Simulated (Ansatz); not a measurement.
How far is PAW off for BiPt?

```
Bi Pt
1.0
     4.31500    0.00000    0.00000
    -2.15750    3.73690    0.00000
     0.00000    0.00000    5.49000
Bi Pt
2 2
Direct
  0.33333 0.66667 0.25000
  0.66667 0.33333 0.75000
  0.00000 0.00000 0.00000
  0.00000 0.00000 0.50000
```

Atoms are numbered in the order listed.

The cell is COD entry 9008911, as deposited and not checked against the literature; nothing was relaxed.

Spin–orbit coupling is left out, though it moves levels of the heavy atoms by tenths of an eV or more.

Levels of theory: DFT, LDA, PAW with Ansatz's default frozen-core files, scalar-relativistic (Ansatz 0.2.0); DFT, LDA, all-electron PAW with datasets made for the crystal, scalar-relativistic (Ansatz 0.2.0); DFT, LDA, all-electron LAPW, scalar-relativistic (Ansatz 0.2.0).

For PAW: a Γ-centred 9×9×6 k mesh, Fermi–Dirac smearing of 0.05 eV, cutoff 420 eV, no spin polarisation; the PAW files were made with PBE, and the program remakes their frozen cores for this functional. The crystal-made all-electron datasets (AE datasets) take a cutoff of 280 eV at this cell. LAPW targets a basis error of 0.5 meV/atom. The Ansatz runs share mesh, smearing and spin set-up. Plane-wave (PAW) pressures include the program's estimate of the Pulay term.

Stress and pressure are positive in compression.

Spin–orbit coupling is left out, which moves gradients at and beside heavy atoms by some per cent and at worst by a factor of two.

In a metal, gradients converge slowly with the k mesh: the values move by tens of per cent from one mesh to another, at times in sign, so only the comparison on one mesh counts.

Levels count from the Fermi level.

| quantity | PAW | AE datasets | LAPW |
| --- | --- | --- | --- |
| pressure (GPa) | -0.21 | -0.19 | -0.19 |
| stress xx (GPa) | 0.20 | 0.23 | 0.23 |
| stress zz (GPa) | -1.04 | -1.03 | -1.03 |
| highest filled level at H (eV) | -1.506 | -1.508 | -1.507 |
| lowest empty level at H (eV) | 4.615 | 4.615 | 4.615 |
| highest filled level at L (eV) | -2.715 | -2.716 | -2.716 |
| lowest empty level at L (eV) | 0.679 | 0.679 | 0.679 |
| highest filled level at K (eV) | -0.174 | -0.175 | -0.175 |
| lowest empty level at K (eV) | 0.387 | 0.387 | 0.387 |
| largest principal field gradient Vzz at Bi1 (10²¹ V/m²) | ? | 1.94 | – |
| largest principal field gradient Vzz at Pt3 (10²¹ V/m²) | -11.05 | ? | – |

Task: Fill in "PAW" for the row "largest principal field gradient Vzz at Bi1 (10²¹ V/m²)".

Result: 1.81.

Task: Give the missing entry: row "largest principal field gradient Vzz at Pt3 (10²¹ V/m²)", column "AE datasets".

Result: -11.28.
